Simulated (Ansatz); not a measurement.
## Al₃GaN₄: energy along a strain

Al₃GaN₄, Pm, a = 5.043 Å, b = 3.130 Å, c = 5.418 Å, β = 90.0°. The structure is a Materials Project entry; whether it is the stable form wasn't checked. Ansatz: PBEsol, PAW, 420 eV, Γ-centred 6×8×4 mesh on 8 atoms, Gaussian smearing 0.05 eV; no spin polarisation. Cell vectors (Å): 5.043 0.000 0.000; 0.000 3.130 0.000; -0.003 0.000 5.418. The cell is strained by x per cent times the pattern (0 1 0 0 0 0) in the order xx yy zz yz xz xy (engineering shears), with fractional coordinates held. y is the free energy over the start, V0 = 10.691 Å³/atom. Points with a strain past 8.5 % were computed too (3) and aren't used here.

```
x (%) y (meV/atom)
-7.50             ?
-5.00         41.49
-2.50          9.80
 0.00          0.00
 2.50          8.60
 5.00         32.53
 7.50         69.10
```

**Question.** Fit y = c2 x² + c3 x³ to the other rows, get the stiffness along the pattern, and predict the missing energy.

**Answer.** Least squares on the rows shown. y = 1.4846 x² − 0.034413 x³. The clamped-ion stiffness p·C·p = 2 × 14.85 eV × 160.2 / 10.691 Å³ = 445 GPa, which is C22 in these axes. At x = -7.50 the fit asked for gives 98.03 meV/atom. The run gave 99.15 meV/atom, so the fit is 1.12 meV/atom too low, 1.1 % of the span of the series, against an rms of 0.15 meV/atom on the fitted rows. The row lies outside the fitted range. With a term in x⁴ added, a fit to the same known rows predicts 99.36 meV/atom, so most of the miss is curvature that the known rows already hold.